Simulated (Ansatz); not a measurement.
Hf2N (anti-rutile, P4_2/mnm), LDA (plane waves, PAW; program Ansatz), all energies at zero smearing, with the estimated change up to a 700 eV cutoff added, with one set of potentials and settings (totals compare only within such a set). Cell of 6 atoms (4 Hf, 2 N): -62663.538 eV.

```tsv
element	reference phase	E (eV/atom)
Hf	P6_3/mmc, 2 atoms in the cell	-15476.8591
N	P4_2/mnm, 4 atoms in the cell	-373.6497
```

Formation energy per atom, worked out: (-62663.538 − 4×(-15476.8591) − 2×(-373.6497))/6 = -1.467 eV/atom (-142 kJ per mol of atoms), at 0 K, without zero-point energy or fitted corrections.

The workflow started from a Materials Project entry (that database holds measured and hypothetical structures alike); the Crystallography Open Database copy checked does not list it. Its standing as an ambient phase is unchecked. Symmetry was held in the LDA relaxation; of distortions, only those at the zone centre were tested. The run is not spin-polarised. The references are the lowest solids computed at this level, not always the standard phases (solids in place of the gases). Scalar-relativistic: spin–orbit coupling is off unless named, which matters more the heavier the elements.

Potentials: the later of the program's two PAW sets.
